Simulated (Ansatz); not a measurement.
## MgO with Cd replacing Mg: do the settings matter for the field gradients?

This input was run with Ansatz:

```yaml
crystal:
  lattice:
    - [0.0, 6.3255, 6.3255]
    - [6.3255, 0.0, 6.3255]
    - [6.3255, 6.3255, 0.0]
  atoms:
    - { symbol: Cd, position: [0.0, 0.0, 0.0] }
    - { symbol: Mg, position: [0.0, 0.0, 0.3333333333] }
    - { symbol: Mg, position: [0.0, 0.0, 0.6666666667] }
    - { symbol: Mg, position: [0.0, 0.3333333333, 0.0] }
    - { symbol: Mg, position: [0.0, 0.3333333333, 0.3333333333] }
    - { symbol: Mg, position: [0.0, 0.3333333333, 0.6666666667] }
    - { symbol: Mg, position: [0.0, 0.6666666667, 0.0] }
    - { symbol: Mg, position: [0.0, 0.6666666667, 0.3333333333] }
    - { symbol: Mg, position: [0.0, 0.6666666667, 0.6666666667] }
    - { symbol: Mg, position: [0.3333333333, 0.0, 0.0] }
    - { symbol: Mg, position: [0.3333333333, 0.0, 0.3333333333] }
    - { symbol: Mg, position: [0.3333333333, 0.0, 0.6666666667] }
    - { symbol: Mg, position: [0.3333333333, 0.3333333333, 0.0] }
    - { symbol: Mg, position: [0.3333333333, 0.3333333333, 0.3333333333] }
    - { symbol: Mg, position: [0.3333333333, 0.3333333333, 0.6666666667] }
    - { symbol: Mg, position: [0.3333333333, 0.6666666667, 0.0] }
    - { symbol: Mg, position: [0.3333333333, 0.6666666667, 0.3333333333] }
    - { symbol: Mg, position: [0.3333333333, 0.6666666667, 0.6666666667] }
    - { symbol: Mg, position: [0.6666666667, 0.0, 0.0] }
    - { symbol: Mg, position: [0.6666666667, 0.0, 0.3333333333] }
    - { symbol: Mg, position: [0.6666666667, 0.0, 0.6666666667] }
    - { symbol: Mg, position: [0.6666666667, 0.3333333333, 0.0] }
    - { symbol: Mg, position: [0.6666666667, 0.3333333333, 0.3333333333] }
    - { symbol: Mg, position: [0.6666666667, 0.3333333333, 0.6666666667] }
    - { symbol: Mg, position: [0.6666666667, 0.6666666667, 0.0] }
    - { symbol: Mg, position: [0.6666666667, 0.6666666667, 0.3333333333] }
    - { symbol: Mg, position: [0.6666666667, 0.6666666667, 0.6666666667] }
    - { symbol: O, position: [0.1666666667, 0.1666666667, 0.1666666667] }
    - { symbol: O, position: [0.1666666667, 0.1666666667, 0.5] }
    - { symbol: O, position: [0.1666666667, 0.1666666667, 0.8333333333] }
    - { symbol: O, position: [0.1666666667, 0.5, 0.1666666667] }
    - { symbol: O, position: [0.1666666667, 0.5, 0.5] }
    - { symbol: O, position: [0.1666666667, 0.5, 0.8333333333] }
    - { symbol: O, position: [0.1666666667, 0.8333333333, 0.1666666667] }
    - { symbol: O, position: [0.1666666667, 0.8333333333, 0.5] }
    - { symbol: O, position: [0.1666666667, 0.8333333333, 0.8333333333] }
    - { symbol: O, position: [0.5, 0.1666666667, 0.1666666667] }
    - { symbol: O, position: [0.5, 0.1666666667, 0.5] }
    - { symbol: O, position: [0.5, 0.1666666667, 0.8333333333] }
    - { symbol: O, position: [0.5, 0.5, 0.1666666667] }
    - { symbol: O, position: [0.5, 0.5, 0.5] }
    - { symbol: O, position: [0.5, 0.5, 0.8333333333] }
    - { symbol: O, position: [0.5, 0.8333333333, 0.1666666667] }
    - { symbol: O, position: [0.5, 0.8333333333, 0.5] }
    - { symbol: O, position: [0.5, 0.8333333333, 0.8333333333] }
    - { symbol: O, position: [0.8333333333, 0.1666666667, 0.1666666667] }
    - { symbol: O, position: [0.8333333333, 0.1666666667, 0.5] }
    - { symbol: O, position: [0.8333333333, 0.1666666667, 0.8333333333] }
    - { symbol: O, position: [0.8333333333, 0.5, 0.1666666667] }
    - { symbol: O, position: [0.8333333333, 0.5, 0.5] }
    - { symbol: O, position: [0.8333333333, 0.5, 0.8333333333] }
    - { symbol: O, position: [0.8333333333, 0.8333333333, 0.1666666667] }
    - { symbol: O, position: [0.8333333333, 0.8333333333, 0.5] }
    - { symbol: O, position: [0.8333333333, 0.8333333333, 0.8333333333] }
kpoints:
  mp_grid: { grid: [3, 3, 3] }
scf:
  occupations: { method: fermi_dirac, width: 0.01 }
hamiltonian:
  xc: lda
  pseudopotentials: { kind: paw }
output:
  forces: true
  stress: true
  populations: true
  efg:
    quadrupole_moments_barn: { Mg: 0.1994, O: -0.02558 }
    contact_densities: true
```

```sh
ansatz run input.yaml --threads 1 --pin off --max-ram 3072MiB --backend cpu --events-out ev --progress --plain --runs-dir out
```

It converged. Of its output the block on the nuclei alone is shown, without the SCF iterations, energies, forces and stress (one atom of each set):

```
--- PAW observables at the nuclei: V_zz in 10²¹ V/m², potentials from the cell's mean, atoms counted from 1 ---
  atom   1  Cd V_zz =    +0.000000   η = 0.0000   by run symmetry: forbidden
            electrostatic potential = -7707.533006 V   contact ρ = 1031683.908145 e/Å³
  atom   2  Mg V_zz =    +0.044833   η = 0.0157   by run symmetry: allowed   C_q = +0.2162 MHz
            electrostatic potential = -1104.276360 V   contact ρ = 7713.609225 e/Å³
  atom   5  Mg V_zz =    +0.002776   η = 0.0000   by run symmetry: allowed   C_q = +0.0134 MHz
            electrostatic potential = -1104.295917 V   contact ρ = 7713.582469 e/Å³
  atom  15  Mg V_zz =    -0.038063   η = 0.0000   by run symmetry: allowed   C_q = -0.1835 MHz
            electrostatic potential = -1104.328259 V   contact ρ = 7713.626267 e/Å³
  atom  28  O  V_zz =    +0.077482   η = 0.0000   by run symmetry: allowed   C_q = -0.0479 MHz
            electrostatic potential = -624.126871 V   contact ρ = 2122.773730 e/Å³
  atom  30  O  V_zz =    +0.573484   η = 0.0000   by run symmetry: allowed   C_q = -0.3547 MHz
            electrostatic potential = -624.219051 V   contact ρ = 2123.224581 e/Å³
  atom  32  O  V_zz =    -0.026238   η = 0.3553   by run symmetry: allowed   C_q = +0.0162 MHz
            electrostatic potential = -624.152745 V   contact ρ = 2122.781203 e/Å³
  atom  41  O  V_zz =    +0.000000   η = 0.0000   by run symmetry: forbidden   C_q = -0.0000 MHz
            electrostatic potential = -624.154980 V   contact ρ = 2122.771168 e/Å³
```

Task: Can these gradients be trusted, and how do they compare with a run on standard settings?

Result: As results of these settings, within the limits told below. Against the standard input the change is `hamiltonian.xc`: pbe → lda. A site carries the number of its first atom; V_zz in 10²¹ V/m².

| site | V_zz standard | η standard | V_zz here | η here |
| --- | --- | --- | --- | --- |
| Cd | 0.00 | – | 0.00 | – |
| Mg2 | 0.047 | 0.14 | 0.045 | 0.02 |
| Mg15 | -0.042 | 0.00 | -0.038 | 0.00 |
| O28 | 0.079 | 0.00 | 0.077 | 0.00 |
| O30 | 0.53 | 0.00 | 0.57 | 0.00 |
| O32 | -0.026 | 0.39 | -0.026 | 0.36 |

The largest change of V_zz is on O30, from 0.53 to 0.57. In per cent, |V_zz| changes by +8 on O (all sites that start above 0.5). Other sites with |V_zz| of 0.02 or less aren't listed. Its pressure is -3 GPa, against 8 GPa in the reference run. SCF iterations: 7 and 8.

On the reference run: The defect repeats with the cell of 54 atoms, so it feels its images: sites between two images don't show the values beside a lone defect, and zeros or small values of η there can come from the images' arrangement. Without spin–orbit coupling (the program notes it for Cd) the gradients are little affected as a rule: paired runs on crystals with a gap mostly move them by under 2 % at such atoms. The cell keeps the host's lattice, where the PBE pressure is 8 GPa. The neighbours have not yet relaxed around the defect (largest force 2.6 eV/Å), so a real crystal will differ.
